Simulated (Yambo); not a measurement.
A BSE run in Yambo for AuPO4 (space group C2/c, No. 15) (PBEsol bands; 4×4×4 mesh, 27 valence and 5 conduction bands, static screening with 110 bands and a 3 Ry block, scissor 2.10 eV, Tamm-Dancoff; field along x) gives:

```tsv
state	energy (eV)	states within 2 meV	relative strength	class
1	2.45	1	< 0.01	dark
2	2.45	1	< 0.01	dark
3	2.72	1	< 0.01	dark
4	2.74	1	< 0.01	dark
5	3.20	1	< 0.01	dark
```

Axes are Cartesian, with cell vectors (Å) (3.88, -2.83, 0.00), (3.88, 2.83, 0.00), (-0.99, 0.00, 7.70).

Problem. What changes when the window shrinks to 20 valence and 3 conduction bands?

Solution. The lowest state goes from 2.445 eV to 2.507 eV, and its distance below the direct gap from 1.462 eV to 1.400 eV. These are vertical excitations (zero momentum). The scissor comes from a G0W0 run whose convergence isn't established.

Spin-orbit coupling is not included.

Geometry of the Materials Project entry, not relaxed at this level; primitive cell a = 4.801 Å, b = 4.801 Å, c = 7.760 Å, α = 95.93°, β = 95.93°, γ = 72.22°.

The structure is a Materials Project entry; no match was found in the copy of COD used, and its stability was not checked.
